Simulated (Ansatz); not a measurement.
GaSb:
```yaml
crystal:
  lattice:
    - [4.32838, 0.00000, 0.00000]
    - [-2.16419, 3.74849, 0.00000]
    - [0.00000, 0.00000, 7.12740]
  atoms:
    - { symbol: Ga, position: [0.66667, 0.33333, 0.99966] }
    - { symbol: Ga, position: [0.33333, 0.66667, 0.49966] }
    - { symbol: Sb, position: [0.66667, 0.33333, 0.62554] }
    - { symbol: Sb, position: [0.33333, 0.66667, 0.12554] }
```

Relaxed with HSE06. Special points in fractions of this cell's reciprocal vectors: Γ (0.000, 0.000, 0.000); M (0.500, 0.000, 0.000); K (0.333, 0.333, 0.000); A (0.000, 0.000, 0.500); L (0.500, 0.000, 0.500); H (0.333, 0.333, 0.500).

### Question
List the band energies nearest the valence-band maximum at these points for the program Ansatz at the HSE06 level (PAW).

### Answer
In eV from the valence-band maximum; about four levels below and three above (degenerate sets whole), none deeper than 8.9 eV; points with the same levels are listed once.

```tsv
k	below	above
Γ	-1.37 -1.37 -0.20 0.00 0.00	0.70 0.73 3.15 3.15
M	-4.20 -2.85 -2.49 -1.34	1.31 2.29 3.94
K	-4.56 -3.16 -3.16 -2.93	2.25 4.77 4.77
A	-0.80 -0.80 -0.80 -0.80	1.40 1.40 4.05 4.05 4.05 4.05
L	-2.32 -2.32 -2.22 -2.22	1.27 1.27 2.83 2.83
H	-3.90 -3.90 -1.87 -1.87	1.98 1.98 4.63 4.63
```

Space group P6_3mc (wurtzite). The cell is a constructed one: a structure type filled with these elements; the Crystallography Open Database copy checked does not list it. It is not the phase usual at ambient conditions (space group No. 216). The cell was relaxed with HSE06 under the symmetry of its start; whether a distortion lowers the energy is not shown. The hybrid was solved on a coarse mesh, the path and, where they were found, the r²SCAN edge points; its band edges are the extreme levels among these. Spin–orbit coupling is left out wherever it is not named.

Potentials: the later of the program's two PAW sets.
